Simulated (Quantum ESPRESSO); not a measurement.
# Where does C sit best among Si sites?

These are calculations, not measurements. They come from pw.x of Quantum ESPRESSO 7.5, a plane-wave density functional program, with PseudoDojo standard norm-conserving files (v0.5 for PBE, v0.4.1 for LDA and PBEsol). The cells are made up: elements, strain and atom displacements were drawn at random, and nothing was relaxed. There is no spin polarisation, spin-orbit coupling or dispersion term.

The cell has 8 sites of a zincblende or diamond lattice. Sites 1 to 4 hold Ge Si Ge Ge; sites 5 to 8 hold X X X X. Cell vectors in Å: (5.463, -0.004, -0.042); (-0.004, 5.550, -0.078); (-0.042, -0.078, 5.543). Settings: PBE, cutoff 1116 eV, 6 x 6 x 6 k mesh shifted by half a step, Fermi-Dirac smearing of 0.1 eV.

In each run one of the sites marked X holds C and the others hold Si; cell and positions stay the same. E is the free energy of the cell.

| site of the guest | first shell | mean distance (Å) | E above the lowest (eV) | P (GPa) | force on the guest (eV/Å) |
| --- | --- | --- | --- | --- | --- |
| 5 | Ge3Si | 2.361 | 0.000 | -4.37 | 0.926 |
| 6 | Ge3Si | 2.355 | 0.012 | -4.44 | 0.751 |
| 7 | Ge3Si | 2.422 | 0.560 | -3.19 | 0.478 |
| 8 | Ge3Si | 2.441 | 0.675 | -2.95 | 0.715 |

A rerun of one of these cells at 1347 eV and k mesh 8 x 8 x 8 moved values by no more than 0.002 eV in the cell's energy, 0.03 GPa in stress and 0.014 eV/Å in force.

## Reading the table

Site 5 is lowest, by 0.012 eV, over three times the rerun's bound. A straight line of energy against the mean distance has a slope of 8.2 ± 0.5 eV/Å, so the guest costs less on the tighter sites. The positions are random and not relaxed, so the differences hold for this frozen cell and are not site preferences of a real crystal.